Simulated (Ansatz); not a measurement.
Given:

SiMo₃:
```yaml
crystal:
  lattice:
    - [4.88305, 0.00000, 0.00000]
    - [0.00000, 4.88305, 0.00000]
    - [0.00000, 0.00000, 4.88305]
  atoms:
    - { symbol: Si, position: [0.50000, 0.50000, 0.50000] }
    - { symbol: Si, position: [0.00000, 0.00000, 0.00000] }
    - { symbol: Mo, position: [0.00000, 0.50000, 0.25000] }
    - { symbol: Mo, position: [0.00000, 0.50000, 0.75000] }
    - { symbol: Mo, position: [0.25000, 0.00000, 0.50000] }
    - { symbol: Mo, position: [0.75000, 0.00000, 0.50000] }
    - { symbol: Mo, position: [0.50000, 0.25000, 0.00000] }
    - { symbol: Mo, position: [0.50000, 0.75000, 0.00000] }
```

This is the r²SCAN-relaxed structure.

All from plane-wave PAW r²SCAN (Ansatz code), unless another level is named. Predict the electronic character.

metallic (no gap).

Predict the formation energy from the elements (no fitted shifts).

-0.33 eV/atom.

What about the density of states at the Fermi level?

0.41 states/eV per atom (mean over ±0.08 eV).

Predict the gap with spin–orbit coupling.

none (metallic).

Space group Pm-3n (A15 (Cr3Si type)). The cell was relaxed with r²SCAN under the symmetry of its start. The run is not spin-polarised. The references are the lowest solids computed at this level, not always the standard phases. Spin–orbit coupling is left out wherever it is not named.

Potentials: the later of the program's two PAW sets.
